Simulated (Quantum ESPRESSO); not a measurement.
**How NMR parameters follow atomic displacements in AlN (P6₃mc)**

```xyz
4
Lattice="3.1286 0.0000 0.0000 -1.5643 2.7094 0.0000 0.0000 0.0000 5.0170" Properties=species:S:1:pos:R:3 pbc="T T T"
Al     1.5643     0.9031     2.5049
Al     0.0000     1.8063     5.0134
N      1.5643     0.9031     4.4185
N      0.0000     1.8063     1.9100
```
The cell comes from the Materials Project (a computed structure). It is AlN in P6₃mc. Stability against distortions was not tested.

The last row's change in full: Al1 and its equivalents moved by 0.04 Å along (0.00, 0.00, 1.00), space group kept; the other rows go along the same path.

Method: shieldings by GIPAW with PBE in a modified build of Quantum ESPRESSO, on JTH PAW datasets, 25 Ha, k-mesh 7×7×4 shifted, f-sum rule met within 0.041 %. Values are those of the named site's first atom. Shieldings are absolute and leave out the bulk-susceptibility term; a larger σ means a smaller chemical shift. By our sweeps, such settings leave a few ppm in absolute σ. The datasets of Al hold no d projectors, which limits absolute σ on these atoms.

```json
[
 {"displacement (Å)": "-0.04", "σ_iso Al (ppm)": "446.3", "σ_iso N (ppm)": "119.7"},
 {"displacement (Å)": "0", "σ_iso Al (ppm)": "444.9", "σ_iso N (ppm)": "118.7"},
 {"displacement (Å)": "+0.04", "σ_iso Al (ppm)": "443.6", "σ_iso N (ppm)": "117.5"}
]
```
